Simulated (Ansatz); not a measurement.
Be$_{2}$Ru (cubic Laves (MgCu2 type), Fd-3m) at seven volumes, r²SCAN (plane waves, PAW; program Ansatz), scaled uniformly. One row is withheld.

| V (Å³/atom) | P (GPa) |
|---|---|
| 8.601 | 25.07 |
| 8.884 | 15.37 |
| 9.168 | 7.08 |
| 9.451 | -0.02 |
| 9.735 | ? |
| 10.018 | -11.30 |
| 10.302 | -15.75 |

Question: Fit the shown pressures and predict the withheld one.

Answer: Third-order Birch–Murnaghan: P = (3/2)B₀(x^(7/2) − x^(5/2))[1 + (3/4)(B′ − 4)(x − 1)] with x = (V₀/V)^(2/3). Least squares on the six rows gives V₀ = 9.450 Å³/atom, B₀ = 218.6 GPa, B′ = 4.18. At V = 9.735, x = 0.9804 and P = -6.10 GPa. The run itself gave -6.09 GPa.

The cell is a constructed one: a structure type filled with these elements; neither database checked (COD, Materials Project) lists it. Whether it is the stable phase at ambient conditions was not checked. The cell was relaxed with r²SCAN under the symmetry of its start; whether a distortion lowers the energy is not shown. No spin polarisation was allowed.

Potentials: the earlier of the program's two PAW sets.
